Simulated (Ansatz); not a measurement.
SiO₂:
```xyz
12
Lattice="0.0000 4.3814 -2.4788 0.0000 4.3814 2.4788 8.2528 0.0000 0.0000" Properties=species:S:1:pos:R:3 pbc="T T T"
Si     7.7358     2.9397    -0.0222
Si     0.5170     5.8231    -0.0222
Si     4.6434     2.9397    -0.0222
Si     3.6094     5.8231    -0.0222
O      0.0000     4.3814    -0.5139
O      4.1264     4.3814    -0.5139
O      4.4820     6.2754     1.2483
O      3.7708     2.4874     1.2483
O      7.8972     6.2754     1.2483
O      0.3556     2.4874     1.2483
O      2.0632     5.7585     0.4067
O      6.1896     3.0043     0.4067
```

x, y and z are the axes in which the lattice vectors are written.

Give the proper piezoelectric stress tensor with relaxed ions from LDA in the plane-wave PAW code Ansatz.

In C/m², rows x, y, z, Voigt columns; mesh uncertainty up to 0.00.
```
 0.00   0.00   0.00   0.00   0.08   0.00
 0.00   0.00   0.00  -0.13   0.00   0.00
 0.02  -0.07   0.01   0.00   0.00   0.00
```

The elastic tensor of the same run (GPa):

|  | 1 | 2 | 3 | 4 | 5 | 6 |
|---|---|---|---|---|---|---|
| 1 | 79.1 | 27.5 | -16.5 | 0.0 | 0.0 | 0.0 |
| 2 | 27.5 | 66.7 | -10.7 | 0.0 | 0.0 | 0.0 |
| 3 | -16.5 | -10.7 | 62.2 | 0.0 | 0.0 | 0.0 |
| 4 | 0.0 | 0.0 | 0.0 | 22.0 | 0.0 | 0.0 |
| 5 | 0.0 | 0.0 | 0.0 | 0.0 | 24.5 | 0.0 |
| 6 | 0.0 | 0.0 | 0.0 | 0.0 | 0.0 | 35.2 |

Convert to strain constants d = e·S.

In pC/N:
```
 0.0   0.0   0.0   0.0   3.2   0.0
 0.0   0.0   0.0  -5.9   0.0   0.0
 0.8  -1.4   0.1   0.0   0.0   0.0
```

Space group Ama2. The first step of the workflow began from a Materials Project structure, measured or hypothetical; the Crystallography Open Database copy checked does not list it. It is not the phase usual at ambient conditions (space group No. 92, 152, 154). Symmetry was held in the LDA relaxation; phonons on a q-mesh show no instability.

Potentials: the later of the program's two PAW sets.
